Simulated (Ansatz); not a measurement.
SiBCN:
```yaml
crystal:
  lattice:
    - [1.41513, 0.81703, 4.64194]
    - [-1.41513, 0.81703, 4.64194]
    - [0.00000, -1.63406, 4.64194]
  atoms:
    - { symbol: B, position: [0.99432, 0.99432, 0.99432] }
    - { symbol: N, position: [0.11874, 0.11874, 0.11874] }
    - { symbol: Si, position: [0.50421, 0.50421, 0.50421] }
    - { symbol: C, position: [0.63276, 0.63276, 0.63276] }
```

This is the PBEsol-relaxed structure.

Task: All from PBEsol in the plane-wave PAW code Ansatz, unless another level is named. Estimate the electronic dielectric constant ε∞ (DFPT).

Result: 6.13 (xx = yy), 6.70 (zz).

Task: What about the static dielectric constant ε0 (ions relaxed, cell fixed)?

Result: 10.3 (xx = yy), 12.1 (zz).

Task: Give the Born charges (a third of the trace).

Result: B +1.54, N -2.61, Si +3.13, C -2.06 e.

Space group R3m. The start of the workflow was typed in or built on a structure type; neither database checked (COD, Materials Project) lists it. Its standing as an ambient phase is unchecked. The PBEsol relaxation kept the symmetry of its start; its stability against distortions is not shown here. The volume moved by -19 % from the start of the relaxation.

Potentials: the earlier of the program's two PAW sets. The files were generated under PBE; for other functionals the program regenerates the frozen cores, and for LDA and PBEsol the local potential too.
